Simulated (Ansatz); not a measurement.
GaN (rock salt, Fm-3m), a = b = c = 4.217 Å, α = β = γ = 90.00°; the cell used has 2 atoms.

Relaxed with r²SCAN.

Problem. Tabulate the valence density and the electron localisation function along the shortest Ga–Ga contact (2.98 Å), r²SCAN in the plane-wave PAW code Ansatz.

Solution. 

```csv
distance from Ga (Å),density (e/Å³),ELF
0.30,19.99,0.04
0.45,6.78,0.03
0.60,2.02,0.10
0.75,0.77,0.17
0.89,0.41,0.17
1.04,0.27,0.14
1.19,0.21,0.13
1.34,0.19,0.12
1.49,0.18,0.12
1.64,0.19,0.12
1.79,0.21,0.13
1.94,0.27,0.14
2.09,0.41,0.17
2.24,0.77,0.17
2.39,2.02,0.10
2.53,6.78,0.03
2.68,19.99,0.04
```

The density is the valence pseudo-density with augmentation charge, so density and ELF within about 1 Å of a nucleus are not all-electron values.

This is a known high-pressure phase of the composition, computed here at zero pressure and temperature. The r²SCAN relaxation kept the symmetry of its start; phonons on a q-mesh show no instability.

Potentials: the earlier of the program's two PAW sets.
